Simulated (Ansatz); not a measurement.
## Course of a relaxation: LiBBr4

A trial structure of LiBBr4 was built thus: perovskite family, Dion-Jacobson layers, n = 1 (P4/mmm, No. 123) (A site B; B site Li; X site Br). Its size is a rough estimate.

```
Li B Br
1.0
     5.24700    0.00000    0.00000
     0.00000    5.24700    0.00000
     0.00000    0.00000    7.74949
Li B Br
1 1 4
Direct
  0.00000 0.00000 0.00000
  0.50000 0.50000 0.50000
  0.00000 0.00000 0.65804
  0.50000 0.00000 0.00000
  0.00000 0.50000 0.00000
  0.00000 0.00000 0.34196
```

These are results of DFT PBE, scalar-relativistic, plane waves, PAW (Ansatz 0.2.0), not measurements. Cutoff 420 eV, Gaussian smearing, Γ-centred meshes. Cell and atoms relax on a converged mesh. In metals the finer mesh still leaves noise of several meV/atom or more. The steps can't lower the symmetry of their start. No spin polarisation.

Steps on the 8×8×6 mesh (6 atoms, 13 steps). The free energy counts from the last step; the plane-wave basis is renewed at times, which shifts energy and pressure.

| step | ΔF (meV/atom) | V (Å³/atom) | P (GPa) | largest force component (eV/Å) |
| --- | --- | --- | --- | --- |
| 1 | 81.4 | 35.56 | -0.35 | 0.179 |
| 2 | 43.8 | 34.80 | -0.32 | 0.040 |
| 3 | 20.1 | 32.60 | 0.49 | 0.376 |
| 4 | 10.0 | 32.57 | 0.45 | 0.400 |
| 5 | 20.4 | 32.20 | 0.01 | 0.634 |
| 6 | 2.2 | 33.14 | -0.16 | 0.025 |
| 7 | 1.6 | 32.73 | 0.10 | 0.121 |
| 8 | 0.9 | 33.00 | 0.04 | 0.015 |
| 9 | 0.9 | 33.07 | 0.01 | 0.003 |
| 10 | 0.2 | 33.07 | 0.05 | 0.002 |
| 11 | 0.1 | 33.31 | 0.02 | 0.008 |
| 12 | 0.0 | 33.49 | 0.00 | 0.002 |
| 13 | 0.0 | 33.49 | 0.00 | 0.002 |

The relaxed structure:

```xyz
6
Lattice="4.6723 0.0000 0.0000 0.0000 4.6723 0.0000 0.0000 0.0000 9.2040" Properties=species:S:1:pos:R:3 pbc="T T T"
Li    0.0000    0.0000    0.0000
B     2.3362    2.3362    4.6020
Br    0.0000    0.0000    5.9862
Br    2.3362    0.0000    0.0000
Br    0.0000    2.3362    0.0000
Br    0.0000    0.0000    3.2178
```

The symmetry stays P4/mmm (No. 123). The volume per atom shrinks by 5.8 %, from 35.6 to 33.5 Å³. The shortest distance goes from 2.45 Å (Br–Br) to 2.34 Å (Li–Br). The ratio c/a of the conventional cell changes by a factor of 1.33. Around Li lie 4 Br at 2.34 Å; B is surrounded by 8 Br at 3.58 Å (long contacts); Br on a site of symmetry 4mm has 1 Br at 2.77 Å, 1 Li at 3.22 Å and 4 B at 3.58 Å; 1 more site not described.

For LiBBr4, the volume per atom is 33.5 Å³, the density is 2.8 g/cm³ and the energy over the elements is +0.57 eV/atom. The gap on the 8×8×6 mesh of the 6-atom cell is 0 eV (a metal).

Energies over the elements count from the elements' standard structures at the same level, with no fitted energy shifts. The references include crystalline Br.

The last run used Gaussian smearing of 0.10 eV. Weakly bound directions are ill-defined at this level, which has no dispersion term. The cell is a metal run without spin; a magnetic state may lie lower. The reference form of Br is held partly by dispersion forces, which this level lacks. Symmetry constrained the relaxation, so the result can be a saddle point. In all, the 2 runs took 4.4 min on 1 thread of Arm Neoverse V1, with other jobs on the host.
